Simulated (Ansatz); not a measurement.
**CoAu4 and the effect of the functional**

The cell as given:

```cif
data_structure
_symmetry_space_group_name_H-M 'P 1'
_symmetry_Int_Tables_number 1
_cell_length_a 11.7860
_cell_length_b 11.7860
_cell_length_c 11.7860
_cell_angle_alpha 14.161
_cell_angle_beta 14.161
_cell_angle_gamma 14.161
_cell_volume 85.29
loop_
_atom_site_label
_atom_site_type_symbol
_atom_site_fract_x
_atom_site_fract_y
_atom_site_fract_z
_atom_site_occupancy
Au1 Au 0.60667 0.60667 0.60667 1
Au2 Au 0.20228 0.20228 0.20228 1
Au3 Au 0.79772 0.79772 0.79772 1
Au4 Au 0.39333 0.39333 0.39333 1
Co1 Co 0.00000 0.00000 0.00000 1
```

The cell comes from a database or a generator and needn't be the stable form of this composition.

Kept alike: task relaxation of cell and atoms; k mesh 11 × 11 × 11; occupations fermi-dirac, width 0.05 eV; collinear spin, ferromagnetic start. Program: Ansatz, Ansatz PAW. Cutoffs run from 420 to 500 eV. The mesh is that of the run's cell of 5 atoms. No spin-orbit coupling.

```csv
functional,volume (Å³/atom),largest site moment (μB)
LDA,15.459,1.73
PBE,16.793,1.90
PBEsol,15.899,1.84
r2SCAN,16.513,2.13
```

The relaxations keep at least the cell's symmetry (R-3m). For a metal such a mesh leaves the last digits unconverged. Relaxations stop with a little pressure left, so the last digits of a volume or edge aren't settled. The runs hold the magnetic state that their start led to, which needn't be the lowest. Site moments count inside each atom's sphere or projector. All rows use potentials made for PBE.

Q: What does the functional change here?

A: The volume runs from 15.459 (LDA) to 16.793 Å³/atom (PBE). From PBE: LDA -1.334; PBEsol -0.894; r2SCAN -0.280. The largest site moment runs from 1.73 (LDA) to 2.13 μB (r2SCAN). From PBE: LDA -0.17; PBEsol -0.06; r2SCAN +0.23.
